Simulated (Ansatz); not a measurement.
The start is a randomly generated symmetric cell of Au (space group No. 189). Cell shape, volume and atoms are optimised at zero target pressure with PBE (plane waves to 420 eV, PAW, scalar-relativistic; Ansatz, a program for electronic structure). First-step values are on the input's coarse k-mesh.

Ansatz input (later rounds restart from its end on a renewed k-mesh):
Ansatz 0.2 input:
```yaml
crystal:
  lattice:
    - [3.9716973, 0, 0]
    - [-1.9858486, 3.4395908, 0]
    - [0, 0, 3.8435011]
  atoms:
    - { symbol: Au, position: [0.31660115, 0, 0] }
    - { symbol: Au, position: [0, 0.31660115, 0] }
    - { symbol: Au, position: [0.68339885, 0.68339885, 0] }
basis: { ecutwfc: 420, ecutrho_ratio: 4, xc_grid: 2, fft_grid_basis: typed }
kpoints: { mp_grid: { grid: [9, 9, 9] } }
hamiltonian:
  xc: pbe
  dispersion: none
  pseudopotentials: { azcp: { folder: ./paw }, kind: paw }
scf: { occupations: { method: fermi_dirac, width: 0.05 } }
relax: { f_tol: 0.01, max_steps: 100, cell: { stress_tol: 0.02 } }
output: { forces: true, stress: true }
```

Task: What is the largest force in the starting geometry, and on which atom (counted from 1)?

Result: 10.42 eV/Å, on Au1, Au2, Au3 (atoms numbered as listed).

Task: What symmetry does the relaxed structure have?

Result: The space group goes from P-62m (No. 189) to P6/mmm (No. 191); the end is AFLOW prototype A_hP1_191_a (A_f, as in Sn), with 1 atom in the primitive cell.

Task: How much energy is released per atom?

Result: 3.88 eV/atom.

Task: How does the volume change?

Result: +10.5 %, from 17.50 to 19.35 Å³/atom.

Task: What band gap does the relaxed structure have at this level?

Result: No gap (metallic).

Task: Write out the relaxed structure.

Result: 
```cif
data_Au
_chemical_formula_sum 'Au1'
_space_group_name_H-M_alt 'P6/mmm'
_space_group_IT_number 191
_space_group_name_Hall '-P 6 2'
_cell_length_a 2.82133
_cell_length_b 2.82133
_cell_length_c 2.80636
_cell_angle_alpha 90.000
_cell_angle_beta 90.000
_cell_angle_gamma 120.000
loop_
_atom_site_label
_atom_site_type_symbol
_atom_site_symmetry_multiplicity
_atom_site_Wyckoff_symbol
_atom_site_fract_x
_atom_site_fract_y
_atom_site_fract_z
_atom_site_occupancy
Au1 Au 1 a 0.00000 0.00000 0.00000 1
```

Final values are on a 19×19×16 k-mesh of the relaxed cell. No spin polarisation in the result.

The run could not lose the symmetry of its start: the end is stationary, and may be a saddle point rather than a minimum.

The relaxed structure here is a generated cell of Au: the first start was made by a random draw of sites in a space group, and the end was not matched to a known phase here, so it may be hypothetical. Known forms of Au include space group No. 225.
